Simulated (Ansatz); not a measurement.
MnO2: field gradients at two levels of theory

Cell: an entry of the Crystallography Open Database (COD) whose atoms were relaxed with PBE, the cell held.

```yaml
crystal:
  lattice:
    - [4.39600, 0.00000, 0.00000]
    - [0.00000, 4.39600, 0.00000]
    - [0.00000, 0.00000, 2.87100]
  atoms:
    - { symbol: Mn, position: [0.00000, 0.00000, 0.00000] }
    - { symbol: Mn, position: [0.50000, 0.50000, 0.50000] }
    - { symbol: O, position: [0.30499, 0.30499, 0.00000] }
    - { symbol: O, position: [0.19501, 0.80499, 0.50000] }
    - { symbol: O, position: [0.69501, 0.69501, 0.00000] }
    - { symbol: O, position: [0.80499, 0.19501, 0.50000] }
```

Atom numbers follow the list; atoms alike are taken as one site, whose name carries the number of the first.

First run. Computed with Ansatz: DFT, PBE, plane waves and PAW, scalar-relativistic, collinear spin, 420 eV cutoff, Γ-centred 8×8×11 k-points, Fermi–Dirac smearing 0.05 eV. Start moments as typed (μB): 3 -3 0 0 0 0 by atom.

| site | atom | V_zz (10²¹ V/m²) | η | m (μB) |
| --- | --- | --- | --- | --- |
| Mn | 1 | 0.84 | 0.10 | 2.22 |
| O | 3 | -9.18 | 0.39 | -0.05 |

Second run. The same atoms and settings, except that a Hubbard term is added (U = 3.9 eV on Mn d).

**Question.** Given the first result, estimate the second.

**Answer.** 

| site | atom | V_zz | η | change of V_zz | m (μB) |
| --- | --- | --- | --- | --- | --- |
| Mn | 1 | -0.96 | 0.76 | – | 2.55 |
| O | 3 | -11.68 | 0.32 | -2.50 | -0.01 |

The largest change of V_zz along a kept axis is on O, from -9.18 to -11.68. In per cent, |V_zz| changes by +27 on O (all sites that start above 2). On Mn the largest principal value lies along another axis in the second run, so the two V_zz can't be compared directly. The absolute magnetisation of the cell goes from 5.5 to 6.3 μB. The first run finds no gap above 0.1 eV, the second does.

The magnetic order is the one that the run reached from its start moments, not necessarily the measured one.
For the first run: With no gap above 0.1 eV, as in a metal, the gradients converge slowly in k; expect changes of a tenth or more on a denser mesh. Semilocal functionals can leave a metal where correlation in the d or f shell opens a gap in the real compound, and that would change the values at and beside Mn.
For the second run: At this cell the PBE+U pressure is 9 GPa, so with PBE+U the cell would grow if it were relaxed. The entry's cell may itself be off. With a gap of 0.4 eV under a smearing of 0.05 eV the band edges are partly filled, so small gradients can hang on the smearing and the k-mesh.
